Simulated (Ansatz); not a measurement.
**Cr (simple cubic): energy against volume**

Level of theory: DFT, r2SCAN, plane waves (500 eV) with PAW, scalar-relativistic (Ansatz). (PAW data from PBE, frozen cores regenerated.)

The cell is scaled uniformly from the relaxed one, with fractional coordinates and shape fixed. Energies are extrapolated to zero smearing, pressures are those at the given smearing. Magnetic state: antiferromagnetic.

A Birch-Murnaghan fit gives V₀ = 16.06 Å³/atom, B₀ = 56 GPa, B₀′ = 3.3.

**Question.** What are the energy above the minimum and the pressure at 16.703 Å³/atom?

**Answer.** 4.3 meV/atom and -2.10 GPa as computed.

**Question.** What are the energy above the minimum and the pressure at 17.345 Å³/atom?

**Answer.** 16.2 meV/atom and -3.79 GPa as computed.

**Question.** What are the energy above the minimum and the pressure at 17.988 Å³/atom?

**Answer.** 34.2 meV/atom and -5.18 GPa as computed.
